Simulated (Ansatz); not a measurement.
An Ansatz (an electronic-structure program) run. Input:

Ansatz 0.2 input:
```yaml
crystal:
  lattice:
    - [1.9119091105, -5.3480091611, 0.0]
    - [1.9119091105, 5.3480091611, 0.0]
    - [0.0, 0.0, 12.6518127318]
  atoms:
    - { symbol: Si, position: [0.7570241715, 0.2429758285, 0.4451014319] }
    - { symbol: Si, position: [0.2429758285, 0.7570241715, 0.5548985681] }
    - { symbol: Si, position: [0.2429758285, 0.7570241715, 0.9451014319] }
    - { symbol: Si, position: [0.7570241715, 0.2429758285, 0.0548985681] }
    - { symbol: Si, position: [0.4287263039, 0.5712736961, 0.6572022696] }
    - { symbol: Si, position: [0.5712736961, 0.4287263039, 0.3427977304] }
    - { symbol: Si, position: [0.5712736961, 0.4287263039, 0.1572022696] }
    - { symbol: Si, position: [0.4287263039, 0.5712736961, 0.8427977304] }
    - { symbol: Si, position: [0.9711834903, 0.0288165097, 0.4093636244] }
    - { symbol: Si, position: [0.0288165097, 0.9711834903, 0.5906363756] }
    - { symbol: Si, position: [0.0288165097, 0.9711834903, 0.9093636244] }
    - { symbol: Si, position: [0.9711834903, 0.0288165097, 0.0906363756] }
kpoints:
  mp_grid: { grid: [7, 7, 2] }
basis: { xc_grid: 2 }
hamiltonian:
  xc: pbesol
  pseudopotentials: { azcp: { folder: ./paw }, kind: paw }
scf:
  occupations: { method: fixed }
output:
  optics: { e_range: [0.0, 15.0], de: 0.05, sigma: 0.1, bands: { spectra_wanted_up_to: 12 eV } }
```

Output (shortened):

```
output.optics: the spectra are integrated over the Brillouin zone by k·p interpolation around the k-points, where levels, occupations, output.optics.sigma and …
Pseudopotential: Si, paw, valence charge 4
Functional definition: PBEsol
Crystal: 12 atoms, lattice volume = 258.727 Å³
Basis set: ecut = 420 eV, 5061 PW (Γ), exchange–correlation on 80×80×180 points (8 copies of the dense FFT grid, shifted against one another)
Bands: 36, of which v1, the nominal top of the filled ones, is band 24 counted from 1 (23 counted from 0)
Symmetry: 8 space group operations
Space group: Cmcm (ITA 63), of the structure as read, at distance tolerance 6.4e-5 Å
k-points: 32 of 98
SCF iter   1: F=—  HF=-7458.426458 eV  |F-HF|=—  |Δ(HF+E_count)|=         —  Δρ=4.41e-2  dr2=5.60e0  ethr=3.10e-3  ⟨swp⟩=5.6  Hψ=5235  notcnv=0  defer=257
preconditioner: auto → Resta (q_TF=auto, 2.060 Å⁻¹)
SCF iter   2: F=—  HF=-7457.282302 eV  |F-HF|=—  |Δ(HF+E_count)|=    1.14e0  Δρ=2.43e-2  dr2=1.72e0  ethr=3.10e-3  ⟨swp⟩=3.0  Hψ=1954  notcnv=0  defer=312
SCF iter   3: F=—  HF=-7456.792320 eV  |F-HF|=—  |Δ(HF+E_count)|=   4.90e-1  Δρ=2.29e-3  dr2=3.03e-2  ethr=3.10e-3  ⟨swp⟩=2.8  Hψ=1714  notcnv=0  defer=309
SCF iter   4: F=—  HF=-7456.801942 eV  |F-HF|=—  |Δ(HF+E_count)|=   9.62e-3  Δρ=9.03e-4  dr2=5.35e-3  ethr=6.31e-5  ⟨swp⟩=2.8  Hψ=1496  notcnv=0  defer=319
SCF iter   5: F=—  HF=-7456.807342 eV  |F-HF|=—  |Δ(HF+E_count)|=   5.40e-3  Δρ=2.12e-4  dr2=3.93e-4  ethr=1.11e-5  ⟨swp⟩=3.1  Hψ=1673  notcnv=0  defer=320
SCF iter   6: F=—  HF=-7456.808177 eV  |F-HF|=—  |Δ(HF+E_count)|=   8.35e-4  Δρ=6.10e-5  dr2=1.53e-5  ethr=8.18e-7  ⟨swp⟩=2.1  Hψ=1755  notcnv=0  defer=320
SCF iter   7: F=—  HF=-7456.808198 eV  |F-HF|=—  |Δ(HF+E_count)|=   2.11e-5  Δρ=1.16e-5  dr2=5.35e-7  ethr=3.18e-8  ⟨swp⟩=2.3  Hψ=1764  notcnv=0  defer=303
SCF iter   8: F=—  HF=-7456.808154 eV  |F-HF|=—  |Δ(HF+E_count)|=   4.39e-5  Δρ=2.13e-6  dr2=1.90e-8  ethr=1.11e-9  ⟨swp⟩=2.5  Hψ=1966  notcnv=0  defer=267
SCF iter  11: F=-7456.808154 eV  HF=-7456.808154 eV  |F-HF|=8.19e-12  |Δ(HF+E_count)|=  1.06e-10  Δρ=3.41e-8  dr2=5.64e-12  ethr=1.00e-12  ⟨swp⟩=15.0  Hψ=7347  notcnv=0
SCF 1 converged in 11 iterations: F = -7456.808154 eV  dr2 = 5.64e-12
NSCF: frozen V_eff on 32 k-points
Optics k sum: 0 of 32 k-points
Optics k sum: 2 of 32 k-points
Optics k sum: 4 of 32 k-points
Optics k sum: 5 of 32 k-points
Optics k sum: 7 of 32 k-points
Optics k sum: 8 of 32 k-points
Optics k sum: 10 of 32 k-points
Optics k sum: 12 of 32 k-points
Optics k sum: 13 of 32 k-points
Optics k sum: 15 of 32 k-points
Optics k sum: 16 of 32 k-points
Optics k sum: 18 of 32 k-points
Optics k sum: 20 of 32 k-points
Optics k sum: 21 of 32 k-points
Optics k sum: 23 of 32 k-points
Optics k sum: 24 of 32 k-points
Optics k sum: 26 of 32 k-points
Optics k sum: 28 of 32 k-points
Optics k sum: 29 of 32 k-points
Optics k sum: 31 of 32 k-points
Optics k sum: 32 of 32 k-points
Optics k sum: 0 of 32 k-points
Optics k sum: 2 of 32 k-points
Optics k sum: 4 of 32 k-points
Optics k sum: 5 of 32 k-points
Optics k sum: 7 of 32 k-points
Optics k sum: 8 of 32 k-points
Optics k sum: 10 of 32 k-points
Optics k sum: 12 of 32 k-points
Optics k sum: 13 of 32 k-points
Optics k sum: 15 of 32 k-points
Optics k sum: 16 of 32 k-points
Optics k sum: 18 of 32 k-points
Optics k sum: 20 of 32 k-points
Optics k sum: 21 of 32 k-points
Optics k sum: 23 of 32 k-points
Optics k sum: 24 of 32 k-points
Optics k sum: 26 of 32 k-points
Optics k sum: 28 of 32 k-points
Optics k sum: 29 of 32 k-points
Optics k sum: 31 of 32 k-points
Optics k sum: 32 of 32 k-points
NSCF: frozen V_eff on 1 k-points
NSCF: frozen V_eff on 1 k-points
NSCF: frozen V_eff on 1 k-points
NSCF: frozen V_eff on 1 k-points
NSCF: frozen V_eff on 1 k-points
NSCF: frozen V_eff on 1 k-points
output.optics: what the bands over the 87 summed would add to eps1, eps2 and the energy-loss function is held between a lower and an upper bound (8 Lanczos …
SCF converged after 11 iterations
Free energy (F): -7456.808154 eV
Harris-Foulkes:  -7456.808154 eV  (|F-HF|=8.19e-12)
Internal energy: -7456.808154 eV  (E = F + TS)
E sigma→0 (E₀):  -7456.808154 eV
Fermi energy:    5.434189 eV
--- Per-component energies (eV) ---
  E_band       = 16.884296
  E_kinetic    = 485.640058
  E_local      = -505.885711  (includes V_loc(G=0)·N_el)
  E_nonlocal   = 274.791556
  E_hartree    = 176.772209
  E_xc         = -670.030152
  E_vxc        = -572.307704  (∫ρ·V_xc dr)
  E_paw        = -5972.739760  (= ΣΔE_a)
  E_vpaw       = -18.898770  (= ΣTr[D̂ρ^β])
  E_aug_tail   = 0.000453  (compensation charges beyond the density's cutoff)
  E_ewald      = -1245.735535
  E_core_change = 0.378728  (= ΣΔE_core)
  E_smearing   =  0.000000  (= −TS)
  E_closure    =  0.000000  (closes the sum)
  Σ components = -7456.808154   (vs F -7456.808154, Δ=0.00e0)
  [band-id]    e_kinetic+e_local+e_nonlocal+2·e_hartree+e_vxc+e_vpaw+e_augmentation_tail = 16.884301   (vs E_band 16.884296, Δ=4.45e-6)
--- Band table (eV; the first three rows and the last of 32) ---
  k-point 0: bands = ["-6.6580", "-6.3240", "-5.0843", "-3.7521", "-3.2244", "-2.4269", "-1.4434", "-0.9821", "-0.6715", "0.3881", "0.4948", "1.1246", "1.6454", "1.8184", "2.9420", "3.1719", "3.6312", "3.7129", "3.8319", "3.9063", "4.1938", "4.5062", …
  k-point 1: bands = ["-6.5208", "-6.5208", "-4.5613", "-4.5613", "-2.6407", "-2.6407", "-1.0860", "-1.0860", "-0.4919", "-0.4919", "0.7644", "0.7644", "2.1111", "2.1111", "3.3219", "3.3219", "3.4278", "3.4278", "3.8092", "3.8092", "4.4072", "4.4072", …
  k-point 2: bands = ["-6.4542", "-6.1191", "-4.9102", "-3.5768", "-3.1331", "-2.4381", "-1.6931", "-0.6548", "-0.3853", "0.0665", "0.2311", "1.0593", "1.4698", "1.8288", "2.3113", "2.7880", "2.9813", "3.0498", "3.3756", "3.4916", "3.7896", "3.7990", …
  k-point 31: bands = ["-5.7694", "-5.7694", "-4.9947", "-4.9947", "-3.9349", "-3.9349", "-1.9280", "-1.9280", "0.3003", "0.3003", "1.9499", "1.9499", "2.6493", "2.6493", "3.3306", "3.3306", "4.0941", "4.0941", "4.2045", "4.2045", "4.5624", "4.5624", …
```

Cost: roughly 4 core-minutes on shared cores.

The workflow started from a Materials Project entry (that database holds measured and hypothetical structures alike); the Crystallography Open Database copy checked does not list it. It is not the phase usual at ambient conditions (space group No. 227). The cell was relaxed with PBEsol under the symmetry of its start; whether a distortion lowers the energy is not shown.

Potentials: the earlier of the program's two PAW sets. The files were generated under PBE; for other functionals the program regenerates the frozen cores, and for LDA and PBEsol the local potential too.

Ansatz is a plane-wave DFT program.
